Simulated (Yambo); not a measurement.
A G0W0@LDA run in Yambo for BaHI (space group P4/nmm, No. 129) (2×2×2 Γ-centred k mesh, 243 bands and a 7 Ry block in the screening, 243 bands in G with the Bruneval-Gonze terminator, plasmon pole fitted at 27.2 eV) gives these matrix elements, in eV, at the band edges (Z → Z):

```csv
state,E0,<Vxc>,<Σx>,<Σc(E0)>,Z
valence edge,0.000,-11.249,-13.933,1.440,0.798
conduction edge,2.605,-8.305,-4.064,-3.555,0.828
```

Question: Solve the linearised quasiparticle equation for both states, give the gap, and say how exchange and correlation each act on it.

Answer: E = E0 + Z(Σx + Σc − Vxc). Valence: 0.000 + 0.798 × (-13.933 + (1.440) − (-11.249)) = -0.99 eV. Conduction: 2.605 + 0.828 × (-4.064 + (-3.555) − (-8.305)) = 3.17 eV. The gap is 4.17 eV, against 2.60 eV in LDA. Replacing Vxc by bare exchange alone would open it by 6.93 eV; correlation takes back 4.99 eV of that, and Z scales what is left. Nearest settings tried, and what they do to the gap: 186 bands in W, 186 bands in G: -13 meV; 6 Ry block (311 vectors against 385): -26 meV; 4×4×2 mesh: +54 meV. So the settings aren't converged at that level. The k mesh is coarse. Without spin-orbit coupling, band edges of such heavy elements can be off by tenths of an eV.

Geometry of the Materials Project entry, not relaxed at this level; primitive cell a = b = 4.776 Å, c = 7.800 Å, α = β = γ = 90.00°.
